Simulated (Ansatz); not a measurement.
Is this BeZn3Se4 structure stable?

The structure comes from a generated guess, relaxed at this level; another structure or a mixture of phases may lie lower.

These are results of DFT PBE, scalar-relativistic, plane waves, PAW (Ansatz 0.2.0), not measurements. Cutoff 420 eV, Γ-centred 12×12×2 mesh (8-atom cell), Gaussian smearing of 0.02 eV, no spin polarisation.

```cif
data_structure
_symmetry_space_group_name_H-M 'P3m1'
_symmetry_Int_Tables_number 156
_cell_length_a 3.9487
_cell_length_b 3.9487
_cell_length_c 13.0380
_cell_angle_alpha 90.000
_cell_angle_beta 90.000
_cell_angle_gamma 120.000
_cell_volume 176.06
loop_
_atom_site_label
_atom_site_type_symbol
_atom_site_symmetry_multiplicity
_atom_site_Wyckoff_symbol
_atom_site_fract_x
_atom_site_fract_y
_atom_site_fract_z
_atom_site_occupancy
Be1 Be 1 b 0.33333 0.66667 0.00121 1
Zn1 Zn 1 b 0.33333 0.66667 0.50085 1
Zn2 Zn 1 c 0.66667 0.33333 0.24255 1
Zn3 Zn 1 c 0.66667 0.33333 0.75972 1
Se1 Se 1 b 0.33333 0.66667 0.17339 1
Se2 Se 1 b 0.33333 0.66667 0.69039 1
Se3 Se 1 c 0.66667 0.33333 0.43195 1
Se4 Se 1 c 0.66667 0.33333 0.94994 1
```

Energies over the elements count from the elements' standard structures at the same level, with no fitted energy shifts.

**Question.** These tests were run: energy against the elements; random kick, then relaxation without symmetry; phonons on a 2×2×1 q mesh. What do they show?

**Answer.**

```
                                         test                         result
                  energy against the elements                 −0.694 eV/atom
random kick, then relaxation without symmetry                        returns
                    phonons on a 2×2×1 q mesh  no imaginary mode on the mesh
```

It fails none of these tests. Whether a mixture of other phases lies lower isn't tested here.

The reference form of Se is held partly by dispersion forces, which this level lacks. The kick test ran on a coarse mesh. The run for the phonons used a 12×12×2 k mesh.
